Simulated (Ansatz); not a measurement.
Cu Kα1 powder pattern (kinematic, no thermal factors).
```json
{"2θ (°)": "10.36", "relative intensity": "3"}
{"2θ (°)": "20.80", "relative intensity": "1"}
{"2θ (°)": "22.88", "relative intensity": "4"}
{"2θ (°)": "27.28", "relative intensity": "100"}
{"2θ (°)": "31.42", "relative intensity": "7"}
{"2θ (°)": "31.70", "relative intensity": "13"}
{"2θ (°)": "33.44", "relative intensity": "1"}
{"2θ (°)": "38.22", "relative intensity": "2"}
{"2θ (°)": "43.46", "relative intensity": "2"}
{"2θ (°)": "45.24", "relative intensity": "39"}
{"2θ (°)": "45.44", "relative intensity": "20"}
{"2θ (°)": "53.45", "relative intensity": "14"}
{"2θ (°)": "53.82", "relative intensity": "29"}
{"2θ (°)": "56.29", "relative intensity": "5"}
{"2θ (°)": "64.69", "relative intensity": "1"}
{"2θ (°)": "65.58", "relative intensity": "3"}
{"2θ (°)": "66.22", "relative intensity": "6"}
{"2θ (°)": "72.72", "relative intensity": "11"}
{"2θ (°)": "73.02", "relative intensity": "6"}
{"2θ (°)": "74.67", "relative intensity": "2"}
{"2θ (°)": "75.13", "relative intensity": "2"}
{"2θ (°)": "75.28", "relative intensity": "2"}
{"2θ (°)": "83.39", "relative intensity": "6"}
{"2θ (°)": "83.83", "relative intensity": "12"}
{"2θ (°)": "89.49", "relative intensity": "3"}
```

The pattern is computed from a structure relaxed with Ansatz, DFT PBE, scalar-relativistic, plane waves, PAW. No spin polarisation. Its elements are Ga, In, P.

Problem. Give the structure.

Solution. InGa₂P₃.
Space group I-4m2 (No. 119). a = 3.989 Å, b = 3.989 Å, c = 17.069 Å, α = 90.00°, β = 90.00°, γ = 90.00°
```tsv
atom	site	symmetry	x	y	z
In	2a	-4m2	0.0000	0.0000	0.0000
Ga	4e	2mm.	0.5000	0.5000	0.1709
P	4f	2mm.	0.0000	0.5000	0.4074
P	2d	-4m2	0.5000	0.0000	0.2500
```

A pattern alone doesn't exclude other cells with like lines; this is the one computed.

The cell was found from a structure generator's guess, not taken from experiment.
